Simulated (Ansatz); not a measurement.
Input, command and steps of an Ansatz relaxation.

```yaml
crystal:
  lattice:
    - [1.5313642584, 0.8841335668, 4.8776787491]
    - [-1.5313642584, 0.8841335668, 4.8776787491]
    - [0.0, -1.7682671337, 4.8776787491]
  atoms:
    - { symbol: Mo, position: [0.0, 0.0, 0.0], spin: 0.46 }
    - { symbol: Se, position: [0.5, 0.5, 0.5] }
basis:
  ecutwfc: 420
kpoints:
  mp_grid: { grid: [6, 6, 6] }
hamiltonian:
  xc: pbe
scf:
  occupations: { method: gaussian, width: 0.1 }
  lower_state_search: "off"
output:
  forces: true
  stress: true
  eigenvalues: true
  populations: true
magnetization:
  spin_polarized: true
relax:
  adjacent_minimum: "off"
  f_tol: 0.04
  max_steps: 70
  cell: { stress_tol: 0.4 }
```

```bash
ansatz run input.yaml --threads 1 --pin off --max-ram 2560MiB --backend cpu --events-out ev --progress --plain --runs-dir out
```

All numbers below come from DFT PBE, scalar-relativistic, plane waves, PAW (Ansatz 0.2.0).

Of 8 frames 8 are shown, positions in Å and forces in eV/Å; the SCF threshold varies from step to step. Steps run on the plane waves of an earlier cell, with a Pulay correction in the pressure. The basis is chosen afresh for the last frame, the zero of the energies, and at times for earlier ones too; energy and pressure step there, also at an unchanged geometry.

```xyz
2
Lattice="1.5314 0.8841 4.8777 -1.5314 0.8841 4.8777 0.0000 -1.7683 4.8777" Properties=species:S:1:pos:R:3:forces:R:3 pbc="T T T" step=1 free_energy_over_end_meV_per_atom=593.27 pressure_GPa=-18.41
Mo    0.0000    0.0000    0.0000    0.0000    0.0000    0.0000
Se    0.0000    0.0000    7.3165    0.0000    0.0000    0.0000
2
Lattice="1.5118 0.8728 4.6387 -1.5118 0.8728 4.6387 0.0000 -1.7457 4.6387" Properties=species:S:1:pos:R:3:forces:R:3 pbc="T T T" step=2 free_energy_over_end_meV_per_atom=358.88 pressure_GPa=-14.11
Mo    0.0000    0.0000    0.0000    0.0000    0.0000    0.0000
Se    0.0000    0.0000    6.9580    0.0000    0.0000    0.0000
2
Lattice="1.5113 0.8725 4.4008 -1.5113 0.8725 4.4008 0.0000 -1.7451 4.4008" Properties=species:S:1:pos:R:3:forces:R:3 pbc="T T T" step=3 free_energy_over_end_meV_per_atom=172.66 pressure_GPa=-9.63
Mo    0.0000    0.0000    0.0000    0.0000    0.0000    0.0000
Se    0.0000    0.0000    6.6011    0.0000    0.0000    0.0000
2
Lattice="1.5144 0.8743 4.1635 -1.5144 0.8743 4.1635 0.0000 -1.7487 4.1635" Properties=species:S:1:pos:R:3:forces:R:3 pbc="T T T" step=4 free_energy_over_end_meV_per_atom=44.60 pressure_GPa=-3.20
Mo    0.0000    0.0000    0.0000    0.0000    0.0000    0.0000
Se    0.0000    0.0000    6.2453    0.0000    0.0000    0.0000
2
Lattice="1.5333 0.8853 3.9294 -1.5333 0.8853 3.9294 0.0000 -1.7706 3.9294" Properties=species:S:1:pos:R:3:forces:R:3 pbc="T T T" step=5 free_energy_over_end_meV_per_atom=3.32 pressure_GPa=3.59
Mo    0.0000    0.0000    0.0000    0.0000    0.0000    0.0000
Se    0.0000    0.0000    5.8941    0.0000    0.0000    0.0000
2
Lattice="1.5416 0.8900 3.9491 -1.5416 0.8900 3.9491 0.0000 -1.7800 3.9491" Properties=species:S:1:pos:R:3:forces:R:3 pbc="T T T" step=6 free_energy_over_end_meV_per_atom=-0.09 pressure_GPa=0.79
Mo    0.0000    0.0000    0.0000    0.0000    0.0000    0.0000
Se    0.0000    0.0000    5.9236    0.0000    0.0000    0.0000
2
Lattice="1.5462 0.8927 3.9449 -1.5462 0.8927 3.9449 0.0000 -1.7854 3.9449" Properties=species:S:1:pos:R:3:forces:R:3 pbc="T T T" step=7 free_energy_over_end_meV_per_atom=-0.41 pressure_GPa=0.03
Mo    0.0000    0.0000    0.0000    0.0000    0.0000    0.0000
Se    0.0000    0.0000    5.9173    0.0000    0.0000    0.0000
2
Lattice="1.5462 0.8927 3.9449 -1.5462 0.8927 3.9449 0.0000 -1.7854 3.9449" Properties=species:S:1:pos:R:3:forces:R:3 pbc="T T T" step=8 free_energy_over_end_meV_per_atom=0.00 pressure_GPa=0.04
Mo    0.0000    0.0000    0.0000    0.0000    0.0000    0.0000
Se    0.0000    0.0000    5.9173    0.0000    0.0000    0.0000
```

The start puts this composition into another compound's structure type, which needn't suit it. At the end the space group is R-3m (tolerance 0.05 Å).

Time: 20 s on 1 thread of Intel(R) Xeon(R) 6975P-C (Granite Rapids), with other jobs on the host, peak memory 0.38 GiB.

The k mesh is coarse.